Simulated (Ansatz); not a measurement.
# YMgTiS4, one structure, two calculations

Cell: a Materials Project structure (computed, not necessarily an observed phase), atoms as given.

```cif
data_YMgTiS4
_symmetry_space_group_name_H-M 'Imma'
_symmetry_Int_Tables_number 74
_cell_length_a 7.4642
_cell_length_b 7.7710
_cell_length_c 10.7795
_cell_angle_alpha 90.000
_cell_angle_beta 90.000
_cell_angle_gamma 90.000
loop_
_atom_site_label
_atom_site_type_symbol
_atom_site_symmetry_multiplicity
_atom_site_Wyckoff_symbol
_atom_site_fract_x
_atom_site_fract_y
_atom_site_fract_z
Y Y 4 b 0.0000 0.5000 0.5000
Mg Mg 4 e 0.5000 0.7500 0.3729
Ti Ti 4 c 0.2500 0.7500 0.7500
S7 S 8 h 0.5000 0.4738 0.2534
S8 S 8 i 0.7496 0.7500 0.9819
```

One atom of each set is listed; the run and its k-mesh use a cell of 14 atoms with edges of 7.62, 7.62, 7.62 Å.

First run. Computed with Ansatz: DFT, PBE, plane waves and PAW, scalar-relativistic, collinear spin, 420 eV cutoff, Γ-centred 6×6×6 k-points, Fermi–Dirac smearing 0.05 eV. Start moments as typed (μB): 1 on each Ti, none on the rest.

```
site  V_zz (10²¹ V/m²)     η  m (μB)
   Y              2.32  0.49    0.02
  Mg              0.37  0.49    0.01
  Ti             -1.19  0.76    0.71
  S7             -3.46  0.62   -0.01
  S8              3.45  0.45   -0.01
```

Second run. The same atoms and settings, except that the functional is r2SCAN and the cutoff is 500 eV.

(1) Given the first result, estimate the second.

## Answers

(1) 

```tsv
site	V_zz	η	change of V_zz	m (μB)
Y	2.60	0.60	+0.28	0.01
Mg	0.36	0.50	-0.01	0.01
Ti	-5.86	0.05	-4.67	0.80
S7	-3.07	0.47	+0.39	-0.01
S8	3.23	0.21	-0.22	-0.01
```

The largest change of V_zz is on Ti, from -1.19 to -5.86. In per cent, |V_zz| changes by +12 on Y, -11 to -7 on S (all sites that start above 2). Where |V_zz| stays above 0.1, η moves most on Ti, from 0.76 to 0.05. The absolute magnetisation of the cell goes from 2.2 to 2.3 μB.

The run finds no gap above 0.1 eV (a metal, or nearly one), so the gradients can move by 10 % or more with the k-mesh. Without spin–orbit coupling (the program notes it for Y) the gradients can shift somewhat, as the gap is small. Semilocal functionals can leave a metal where correlation in the d or f shell opens a gap in the real compound, and that would change the values at and beside Ti. All moments are parallel here, as the start or the cell imposes; many such compounds order antiparallel, where fields and spin densities carried over to other atoms largely cancel.
For the first run: The magnetic order is the one that the run reached from its start moments, not necessarily the measured one (the real compound may not order at all).
For the second run: The program didn't check the stability of this electronic state in full, so a lower one may lie near. The magnetic order is the one that the run reached from its start moments, not necessarily the measured one.
